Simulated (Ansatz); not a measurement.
Put ZrNb₂C₃ in P4/mmm (No. 123): Zr on 1c; Nb on 2f; C on 2g and 1b.

Computed with DFT PBE, scalar-relativistic, plane waves, PAW (Ansatz). Cutoff 420 eV, Γ-centred mesh, Gaussian smearing, no spin polarisation.

The zero of energy is the elements' standard structures at the same level; no fitted shifts are applied.

Q: Which cell and coordinates does it relax to?

A:

Space group P4/mmm (No. 123). a = 4.707 Å, b = 4.707 Å, c = 5.137 Å, α = 90.00°, β = 90.00°, γ = 90.00°
| atom | site | symmetry | x | y | z |
| --- | --- | --- | --- | --- | --- |
| Zr | 1c | 4/mmm | 0.5000 | 0.5000 | 0.0000 |
| Nb | 2f | mmm. | 0.0000 | 0.5000 | 0.0000 |
| C | 2g | 4mm | 0.0000 | 0.0000 | 0.2426 |
| C | 1b | 4/mmm | 0.0000 | 0.0000 | 0.5000 |

Around Zr lie 4 Nb at 2.35 Å; Nb has 2 Zr at 2.35 Å and 4 C at 2.66 Å; C on a site of symmetry 4mm has 1 C at 1.32 Å, 1 C at 2.49 Å, 1 C at 2.64 Å and 4 Nb at 2.66 Å; C on a site of symmetry 4/mmm has 2 C at 1.32 Å. Another local minimum with the same sites may exist.

Q: And its energy and gap?

A: The energy over the elements is +1.80 eV/atom and the gap on the 8×8×8 mesh of the 6-atom cell is 0 eV (a metal). It can't be a ground state, since the elements alone are lower.

The last run used Gaussian smearing of 0.10 eV. The reference form of C is held partly by dispersion forces, which this level lacks. Symmetry constrained the relaxation, so the result can be a saddle point. Another cell of ZrNb2C3 relaxed alike, in P-3m1, lies 2.46 eV/atom lower, so this cell isn't the stable form at this level.
